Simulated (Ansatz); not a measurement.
CdSiN2 in space group R-3m (No. 166; Cd on 3a, Si on 3b, N on 6c), DFT-PBEsol in the program Ansatz with PAW potentials. The conduction-band minimum lies at Γ, with 1 equivalent valley. Second derivatives d²E/dk² of the lowest band at one valley (eV·Å²), along Cartesian directions:

```
direction  d²E/dk²
---------  -------
[100]        24.38
[010]        24.38
[001]        53.04
[110]        24.38
[101]        38.73
[011]        38.73
```

Question: Find the principal effective masses, the density-of-states mass and the conductivity mass.

Answer: Off-diagonal terms follow from H_xy = H[110] − (H_xx + H_yy)/2, and m*/mₑ = 7.620 eV·Å² over each eigenvalue: 0.14, 0.31, 0.31. One valley's DOS mass (m₁m₂m₃)^(1/3) = 0.24, conductivity mass 3/(Σ 1/mᵢ) = 0.22 mₑ.

Question: What effective density of states Nc follows at 300 K for parabolic valleys?

Answer: Nc = 2.509e19 × 1 × (0.24)^(3/2) ≈ 3.0e18 cm⁻³.

Question: With the computed static dielectric constant 52.4 (mean of the diagonal), estimate a hydrogenic donor's binding energy and radius.

Answer: E = 13.606 eV × 0.22/52.4² ≈ 1.1 meV; a = 0.529 Å × ε/m* ≈ 130 Å. Semilocal masses tend to be too small when the gap is underestimated.

The start of the workflow was typed in or built on a structure type; neither database checked (COD, Materials Project) lists it. Its standing as an ambient phase is unchecked. The cell was relaxed with PBEsol under the symmetry of its start; whether a distortion lowers the energy is not shown. Scalar-relativistic: spin–orbit coupling is off unless named, which matters more the heavier the elements.

Potentials: the earlier of the program's two PAW sets. The files were generated under PBE; for other functionals the program regenerates the frozen cores, and for LDA and PBEsol the local potential too.
